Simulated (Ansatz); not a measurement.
Theory: Ansatz, DFT PBE, scalar-relativistic, plane waves, PAW. Settings: cutoff 420 eV, Γ-centred meshes spaced at most about 0.3 Å⁻¹, and about 0.25 Å⁻¹ or finer for metals (2π included), Gaussian smearing. Collinear spin in cells that started with moments and kept them past the coarse steps, no spin elsewhere.

All energies are static (0 K, no zero-point motion). All come from trial cells, and lower structures may exist.

Question: Which of these relaxed structures of Ta3Ti is the lowest in energy?
A.

```
Ti Ta
1.0
     0.00000    3.30050    3.30050
     3.30050    0.00000    3.30050
     3.30050    3.30050    0.00000
Ti Ta
1 3
Direct
  0.00000 0.00000 0.00000
  0.25000 0.25000 0.25000
  0.75000 0.75000 0.75000
  0.50000 0.50000 0.50000
```

B.

```
Ti Ta
1.0
     4.19054    0.00000    0.00000
     0.00000    4.19054    0.00000
     0.00000    0.00000    4.19054
Ti Ta
1 3
Direct
  0.00000 0.00000 0.00000
  0.50000 0.00000 0.50000
  0.00000 0.50000 0.50000
  0.50000 0.50000 0.00000
```

Answer: A. It has the BiF3 (D0_3) type, space group Fm-3m (No. 225); the next, B, with the Cu3Au (L1_2) type, space group Pm-3m (No. 221), lies 135 meV/atom higher. Counting all near atoms (those within 1.25 times the shortest distance at each site; a plus sign parts nearer from farther groups), the lowest has Ta 8+6, Ti 8+6 and the next has Ta 12, Ti 12. Even the lowest lies +0.05 eV/atom against the elements.

These runs have no spin–orbit coupling, which can matter for Ta. Cells relaxed within their symmetry can be saddle points. Some structure types and database cells were kept out of the candidates from the start, so a known form may be missing.
